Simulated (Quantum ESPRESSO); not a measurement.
# Al3ZnAs3S: a curve over strain

Simulated, not a measurement. The program is pw.x of Quantum ESPRESSO 7.5 (plane-wave density functional theory). The cell is made up: 8 atoms on a zincblende/diamond lattice, with randomly drawn elements, strain and displacements, not relaxed. PseudoDojo standard norm-conserving files (v0.5 for PBE, v0.4.1 for LDA and PBEsol) set the functional; there is no spin polarisation, spin-orbit coupling or dispersion term, and the masses in the input are unused placeholders.

Seven runs add a strain to one cell (the same linear strain along x, y and z); the atoms follow the cell and are not relaxed. Stress in the table is positive in tension.

Input of the run at +0.0024:

```
&control calculation='scf', pseudo_dir='./dojo.nc.sr.pbe.v0_5.standard.upf', outdir='./o', disk_io='low', tprnfor=.true., tstress=.true. /
&system ibrav=0, nat=8, ntyp=4, nbnd=46, ecutwfc=84.00895049, nosym=.true., tot_charge=0,
 occupations='smearing', smearing='fd', degauss=0.0018374661
/
&electrons conv_thr=7.350e-09, electron_maxstep=60, /
ATOMIC_SPECIES
Al 1.0 Al.upf
As 1.0 As.upf
S 1.0 S.upf
Zn 1.0 Zn.upf
CELL_PARAMETERS angstrom
5.7901 -0.0232 0.0488
-0.0232 5.8678 -0.0686
0.0488 -0.0686 5.7347
ATOMIC_POSITIONS angstrom
Al 0.002 0.0186 -0.0482
Al -0.018 2.8276 2.7966
Al 2.8555 -0.0371 2.9081
Zn 2.8723 2.9178 -0.0955
As 1.511 1.4287 1.4864
As 1.4674 4.3433 4.2538
S 4.4466 1.439 4.3453
As 4.2645 4.3335 1.4259
K_POINTS automatic
4 4 4 1 1 1
```

```
added strain  free energy less that of the input shown (eV)  stress xx (GPa)  stress yy (GPa)  stress zz (GPa)  stress xy (GPa)  pressure (GPa)  next band up at Gamma (eV)  iterations
     -0.0237                                        -0.1750            -0.70             0.14            -1.11             0.82            0.55                       0.839          10
     -0.0166                                        -0.1709             0.72             1.57             0.31             0.69           -0.87                       0.777          10
     -0.0146                                        -0.1635             1.10             1.94             0.68             0.65           -1.24                       0.758          10
     -0.0031                                        -0.0716             3.05             3.89             2.63             0.47           -3.19                       0.633          11
     +0.0024                                         0.0000             3.87             4.70             3.44             0.39           -4.00                       0.567          11
     +0.0054                                         0.0462             4.28             5.12             3.86             0.34           -4.42                       0.530          11
     +0.0123                                         0.1698             5.16             5.99             4.74             0.25           -5.30                       0.443          11
```

A cubic fit gives a slope of stress xx against the added strain of 148 GPa at zero added strain, with the atoms clamped. Across the table the free energy follows the integral of the stress to within 0.4 meV. A rerun of one of the cells at 1437 eV and a 6 x 6 x 6 mesh moved values by no more than 0.007 eV in energy, 0.02 GPa in stress and 0.003 eV/Å in force. The band column is the level of band 41 at Gamma less that of band 40, whose number is half the electron count, rounded up; it comes from a band step after each run.